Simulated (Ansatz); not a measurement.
Phonons of a relaxed structure of Na₂S by density-functional perturbation theory (low response-accuracy setting, no LO–TO term) at Γ and zone-boundary points with q components 0 or ½ of the primitive reciprocal vectors. Calculation: PBE (plane waves to 420 eV, PAW, scalar-relativistic; Ansatz, a quantum-chemistry and plane-wave program). Γ-centred k-mesh 8×8×8, Fermi–Dirac smearing 0.05 eV.

```yaml
crystal:
  lattice:
    - [0.00000, 3.28363, 3.28363]
    - [3.28363, 0.00000, 3.28363]
    - [3.28363, 3.28363, 0.00000]
  atoms:
    - { symbol: Na, position: [0.25000, 0.25000, 0.25000] }
    - { symbol: Na, position: [0.75000, 0.75000, 0.75000] }
    - { symbol: S, position: [0.00000, 0.00000, 0.00000] }
```

Space group Fm-3m (No. 225), anti-fluorite type.

Q: Is this structure dynamically stable at those wavevectors?

A: No instability shows at these points (nothing beyond 15i cm⁻¹, the threshold used here). Other wavevectors were not sampled, so this does not prove stability.

Q: Give the phonon wavenumbers.

A: 
```tsv
q	wavenumbers (cm⁻¹; i marks imaginary)
Γ	0 (×3), 184 (×3), 197 (×3)
L (½, 0, 0)	98 (×2), 161 (×2), 166, 197, 200 (×2), 216
X (½, ½, 0)	107, 116 (×2), 150 (×2), 210, 211 (×2), 240
```

No spin polarisation in the result.
